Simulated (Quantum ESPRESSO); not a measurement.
Band energies of LuN

```
CELL_PARAMETERS angstrom
      0.00000     2.34881     2.34881
      2.34881     0.00000     2.34881
      2.34881     2.34881     0.00000
ATOMIC_POSITIONS crystal
  N  0.50000 0.50000 0.50000
  Lu 0.00000 0.00000 0.00000
```

PBEsol (pw.x of Quantum ESPRESSO, ONCV potentials, without SOC); path ΓXWKΓLUWLK,UX; energies in eV from the Fermi level.

```csv
k (1/Å),point,band 11,band 12,band 13,band 14,band 15,band 16,band 17,band 18
0.00,Γ,-2.86,-2.86,0.19,0.19,0.19,3.26,3.26,3.26
0.67,,-2.91,-2.91,-2.55,-0.53,-0.53,1.20,5.59,6.59
1.34,X,-2.91,-2.91,-2.30,-0.47,-0.47,-0.18,7.77,8.05
1.45,,-2.91,-2.91,-2.31,-0.84,-0.63,0.28,7.88,8.21
2.01,W,-2.92,-2.85,-2.26,-2.18,-2.18,4.34,4.34,8.57
2.12,,-2.92,-2.85,-2.35,-2.25,-1.99,3.66,5.07,8.59
2.48,K,-2.89,-2.89,-2.54,-2.33,-1.52,2.52,6.94,8.04
2.88,,-2.96,-2.86,-2.78,-2.31,-2.01,5.08,5.87,6.12
3.49,,-2.89,-2.87,-1.53,-0.97,-0.51,3.47,3.77,4.58
3.90,Γ,-2.86,-2.86,0.19,0.19,0.19,3.26,3.26,3.26
4.21,,-2.89,-2.86,-1.02,-0.51,-0.51,3.41,3.80,3.80
4.85,,-2.97,-2.86,-2.80,-2.50,-2.50,5.34,6.70,6.70
5.06,L,-2.87,-2.86,-2.85,-2.82,-2.82,6.20,6.94,7.16
5.57,,-2.91,-2.88,-2.87,-2.39,-2.08,4.10,6.20,7.41
5.88,U,-2.89,-2.89,-2.54,-2.33,-1.52,2.52,6.94,8.04
6.23,,-2.92,-2.85,-2.35,-2.25,-1.99,3.66,5.07,8.59
6.35,W,-2.92,-2.85,-2.26,-2.18,-2.18,4.34,4.34,8.57
6.92,,-2.93,-2.88,-2.86,-2.48,-2.34,5.19,5.54,7.52
7.29,L,-2.87,-2.86,-2.85,-2.82,-2.82,6.20,6.94,7.16
7.46,,-2.91,-2.87,-2.86,-2.71,-2.65,6.01,6.21,7.17
8.03,,-2.89,-2.88,-2.69,-2.32,-1.67,2.91,6.70,7.84
8.11,K,-2.89,-2.89,-2.54,-2.33,-1.52,2.52,6.94,8.04
8.11,U,-2.89,-2.89,-2.54,-2.33,-1.52,2.52,6.94,8.04
8.59,X,-2.91,-2.91,-2.30,-0.47,-0.47,-0.18,7.77,8.05
```

At this level the gap is closed or nearly so: along the path the highest valence and lowest conduction bands touch, or overlap by less than 0.6 eV, a zero-gap or semimetallic result; the valence top lies at Γ, the conduction bottom at X, 0.37 eV lower. Semilocal functionals close the gaps of some narrow-gap semiconductors, so this alone doesn't show that the compound has none.

The 4f states are in the valence at their DFT position.

Geometry relaxed with PBEsol.
